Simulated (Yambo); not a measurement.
One stored BSE kernel of dimension 648 for MgS (rock salt, space group Fm-3m, No. 225) (Yambo, PBEsol bands; 6×6×6 mesh, 3 valence and 1 conduction bands, static screening with 19 bands and a 4 Ry block, scissor 1.69 eV, Tamm-Dancoff; broadening 0.15 eV; field along x), solved in several ways.

| solver | iterations | largest change of Im ε (% of its maximum) | rough time |
|---|---|---|---|
| Haydock, threshold 2 % | 6 | 44 | within a factor of two |
| Haydock, threshold 0.5 % | 11 | 15 | within a factor of two |
| Haydock, threshold 0.1 % | 17 | 7.4 | within a factor of two |
| Haydock, threshold 0.005 % | 33 | 0.1 | 1 |
| SLEPc, lowest 10 states | – | no full spectrum | within a factor of two |
| SLEPc, lowest 60 states | – | no full spectrum | within a factor of two |
| full diagonalisation | – | reference | about 2× |

Haydock gives the spectrum without eigenstates, SLEPc the lowest states alone, full diagonalisation everything at a cost that grows as the cube of the dimension. Times include reading the kernel. Times are rough ratios from shared machines. Mesh and scissor weren't tested; the rows compare only with each other.

Geometry relaxed with PBEsol; primitive cell a = 3.6650 Å, b = 3.6650 Å, c = 3.6650 Å, α = 60.00°, β = 60.00°, γ = 60.00°.
